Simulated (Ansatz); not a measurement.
All numbers below come from DFT PBE, scalar-relativistic, plane waves, PAW in Ansatz.

Settings: cutoff 420 eV, Γ-centred mesh 6×6×6 on the computed 4-atom cell, Gaussian smearing of 0.10 eV; no spin polarisation.

```yaml
crystal:
  lattice:
    - [7.11005, -0.27315, -0.27315]
    - [-0.27315, 7.11005, -0.27315]
    - [-0.27315, -0.27315, 7.11005]
  atoms:
    - { symbol: Rb, position: [0.48552, 0.97330, 0.02350] }
    - { symbol: Rb, position: [0.02350, 0.48552, 0.97330] }
    - { symbol: Rb, position: [0.97330, 0.02350, 0.48552] }
    - { symbol: Sr, position: [0.51768, 0.51768, 0.51768] }
```

Problem. Is this geometry at equilibrium? Which atom feels the largest force?

Solution. It isn't. Atom 4 (Sr) feels (-0.07, -0.07, -0.07) eV/Å, 0.125 eV/Å in size.

Problem. Give all forces and the stress.

Solution.
```csv
atom,Fx,Fy,Fz
Rb1,0.022,0.097,-0.047
Rb2,-0.047,0.022,0.097
Rb3,0.097,-0.047,0.022
Sr4,-0.072,-0.072,-0.072
```
Stress (GPa, compression positive):
```
-0.27  0.15  0.15
 0.15 -0.27  0.15
 0.15  0.15 -0.27
```